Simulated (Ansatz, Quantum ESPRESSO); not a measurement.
**HfB and the effect of the pressure**

The cell as given:

The structure is cubic, space group Fm-3m (No. 225). The conventional cell has a = 4.620 Å, b = 4.620 Å, c = 4.620 Å, α = 90.00°, β = 90.00°, γ = 90.00°. Around Hf (site symmetry m-3m) lie 6 B at 2.31 Å. B (site symmetry m-3m) is surrounded by 6 Hf at 2.31 Å.

Kept alike: task relaxation of cell and atoms; functional PBEsol; k mesh 10 × 10 × 10; occupations fermi-dirac, width 0.05 eV; no spin polarisation. Program: Quantum ESPRESSO, GBRV 1.5 PBEsol, cutoff 707 eV. The mesh is that of the run's cell of 2 atoms. No spin-orbit coupling.

```tsv
pressure, P (GPa)	volume (Å³/atom)
0	13.789
2	13.640
5	13.430
10	13.112
20	?
30	12.111
```

The relaxations keep at least the cell's symmetry (Fm-3m). For a metal such a mesh leaves the last digits unconverged. The runs follow the start's structure, whether or not it is the stable one at these pressures. P is the pressure aimed at, which the runs meet within some hundredths to tenths of a GPa.

Problem. Fit the rows shown and predict the run at 20 GPa.

Solution. Murnaghan's form V = V0 (1 + B′P/B0)^(-1/B′) through the rows shown has V0 = 13.7887, B0 = 181 GPa and B′ = 3.64 (largest miss 0.0005); at P = 20 it gives 12.566 Å³/atom. The run gave: volume 12.566 Å³/atom.
